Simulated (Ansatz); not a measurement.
Input, command and steps of an Ansatz relaxation.

```yaml
crystal:
  lattice:
    - [2.1497492247, -5.67214238, 0.0]
    - [2.1497492247, 5.67214238, 0.0]
    - [0.0, 0.0, 4.2704477842]
  atoms:
    - { symbol: Cs, position: [0.854, 0.146, 0.75] }
    - { symbol: Cs, position: [0.146, 0.854, 0.25] }
    - { symbol: C, position: [0.55, 0.45, 0.75], spin: 0.79 }
    - { symbol: C, position: [0.45, 0.55, 0.25], spin: 0.79 }
basis:
  ecutwfc: 420
kpoints:
  mp_grid: { grid: [4, 4, 4] }
hamiltonian:
  xc: pbe
scf:
  occupations: { method: gaussian, width: 0.1 }
  lower_state_search: "off"
output:
  forces: true
  stress: true
  eigenvalues: true
  populations: true
magnetization:
  spin_polarized: true
relax:
  adjacent_minimum: "off"
  f_tol: 0.04
  max_steps: 70
  cell: { stress_tol: 0.4 }
```

```bash
ansatz run input.yaml --threads 1 --pin off --max-ram 2560MiB --backend cpu --events-out ev --progress --plain --runs-dir out
```

Theory: Ansatz 0.2.0, DFT PBE, scalar-relativistic, plane waves, PAW.

Of 27 frames 10 are shown, positions in Å and forces in eV/Å; the SCF threshold varies from step to step. Steps run on the plane waves of an earlier cell, with a Pulay correction in the pressure. The basis is chosen afresh for the last frame, the zero of the energies, and at times for earlier ones too; energy and pressure step there, also at an unchanged geometry. Here that happened at steps 17 (-69 meV/atom, 1.5 GPa), 25 (-8 meV/atom, 0.2 GPa); the frames before carry an error of that size.

```xyz
4
Lattice="2.1497 -5.6721 0.0000 2.1497 5.6721 0.0000 0.0000 0.0000 4.2704" Properties=species:S:1:pos:R:3:forces:R:3 pbc="T T T" step=1 free_energy_over_end_meV_per_atom=1137.15 pressure_GPa=-0.21
Cs    2.1497   -4.0159    3.2028    0.0000   -0.1328    0.0000
Cs    2.1497    4.0159    1.0676    0.0000    0.1328    0.0000
C     2.1497   -0.5672    3.2028    0.0000    0.4381    0.0000
C     2.1497    0.5672    1.0676    0.0000   -0.4381    0.0000
4
Lattice="2.2931 -5.9201 0.0000 2.2931 5.9201 0.0000 0.0000 0.0000 3.6424" Properties=species:S:1:pos:R:3:forces:R:3 pbc="T T T" step=4 free_energy_over_end_meV_per_atom=555.91 pressure_GPa=-3.77
Cs    2.2931   -4.1556    2.7318    0.0000   -0.0013    0.0000
Cs    2.2931    4.1556    0.9106    0.0000    0.0013    0.0000
C     2.2931   -0.2602    2.7318    0.0000    0.0700    0.0000
C     2.2931    0.2602    0.9106    0.0000   -0.0700    0.0000
4
Lattice="2.3252 -6.2935 0.0000 2.3252 6.2935 0.0000 0.0000 0.0000 3.0709" Properties=species:S:1:pos:R:3:forces:R:3 pbc="T T T" step=7 free_energy_over_end_meV_per_atom=233.04 pressure_GPa=2.36
Cs    2.3252   -4.4976    2.3032    0.0000    0.0725    0.0000
Cs    2.3252    4.4976    0.7677    0.0000   -0.0725    0.0000
C     2.3252   -0.1601    2.3032    0.0000    0.0797    0.0000
C     2.3252    0.1601    0.7677    0.0000   -0.0797    0.0000
4
Lattice="2.3447 -7.1229 0.0000 2.3447 7.1229 0.0000 0.0000 0.0000 3.0959" Properties=species:S:1:pos:R:3:forces:R:3 pbc="T T T" step=10 free_energy_over_end_meV_per_atom=187.76 pressure_GPa=1.18
Cs    2.3447   -5.2797    2.3219    0.0000   -0.0286    0.0000
Cs    2.3447    5.2797    0.7740    0.0000    0.0286    0.0000
C     2.3447   -0.0735    2.3219    0.0000   -0.2382    0.0000
C     2.3447    0.0735    0.7740    0.0000    0.2382    0.0000
4
Lattice="2.3245 -7.7773 0.0000 2.3245 7.7773 0.0000 0.0000 0.0000 3.0821" Properties=species:S:1:pos:R:3:forces:R:3 pbc="T T T" step=13 free_energy_over_end_meV_per_atom=162.34 pressure_GPa=0.18
Cs    2.3245   -5.8940    2.3116    0.0000    0.0577    0.0000
Cs    2.3245    5.8940    0.7705    0.0000   -0.0577    0.0000
C     2.3245   -0.1051    2.3116    0.0000    0.1121    0.0000
C     2.3245    0.1051    0.7705    0.0000   -0.1121    0.0000
4
Lattice="2.3261 -7.8017 0.0000 2.3261 7.8017 0.0000 0.0000 0.0000 3.0754" Properties=species:S:1:pos:R:3:forces:R:3 pbc="T T T" step=15 free_energy_over_end_meV_per_atom=162.10 pressure_GPa=0.03
Cs    2.3261   -5.8972    2.3065    0.0000   -0.0057    0.0000
Cs    2.3261    5.8972    0.7688    0.0000    0.0057    0.0000
C     2.3261   -0.0875    2.3065    0.0000   -0.0942    0.0000
C     2.3261    0.0875    0.7688    0.0000    0.0942    0.0000
4
Lattice="2.3445 -7.9918 0.0000 2.3445 7.9918 0.0000 0.0000 0.0000 3.0588" Properties=species:S:1:pos:R:3:forces:R:3 pbc="T T T" step=18 free_energy_over_end_meV_per_atom=73.83 pressure_GPa=1.05
Cs    2.3445   -6.0708    2.2941    0.0000    0.0311    0.0000
Cs    2.3445    6.0708    0.7647    0.0000   -0.0311    0.0000
C     2.3445   -0.0875    2.2941    0.0000   -0.0270    0.0000
C     2.3445    0.0875    0.7647    0.0000    0.0270    0.0000
4
Lattice="2.3552 -8.8248 0.0000 2.3552 8.8248 0.0000 0.0000 0.0000 2.9610" Properties=species:S:1:pos:R:3:forces:R:3 pbc="T T T" step=21 free_energy_over_end_meV_per_atom=19.60 pressure_GPa=-1.68
Cs    2.3552   -6.5955    2.2207    0.0000   -0.1462    0.0000
Cs    2.3552    6.5955    0.7402    0.0000    0.1462    0.0000
C     2.3552   -0.0938    2.2207    0.0000    0.1083    0.0000
C     2.3552    0.0938    0.7402    0.0000   -0.1083    0.0000
4
Lattice="2.3354 -8.9549 0.0000 2.3354 8.9549 0.0000 0.0000 0.0000 2.9177" Properties=species:S:1:pos:R:3:forces:R:3 pbc="T T T" step=24 free_energy_over_end_meV_per_atom=9.27 pressure_GPa=-0.04
Cs    2.3354   -6.7366    2.1883    0.0000   -0.0384    0.0000
Cs    2.3354    6.7366    0.7294    0.0000    0.0384    0.0000
C     2.3354   -0.0839    2.1883    0.0000    0.0107    0.0000
C     2.3354    0.0839    0.7294    0.0000   -0.0107    0.0000
4
Lattice="2.3175 -9.1255 0.0000 2.3175 9.1255 0.0000 0.0000 0.0000 2.9173" Properties=species:S:1:pos:R:3:forces:R:3 pbc="T T T" step=27 free_energy_over_end_meV_per_atom=0.00 pressure_GPa=0.11
Cs    2.3175   -6.8910    2.1880    0.0000   -0.0003    0.0000
Cs    2.3175    6.8910    0.7293    0.0000    0.0003    0.0000
C     2.3175   -0.0812    2.1880    0.0000   -0.0097    0.0000
C     2.3175    0.0812    0.7293    0.0000    0.0097    0.0000
```

The start puts this composition into another compound's structure type, which needn't suit it. At the end the space group is Cmcm (tolerance 0.05 Å).

It took 2.5 min on 1 thread of Intel(R) Xeon(R) 6975P-C (Granite Rapids), on a shared host, peak memory 0.53 GiB.

The k mesh is coarse. Spin-orbit coupling is left out, which matters for the bands of heavy elements.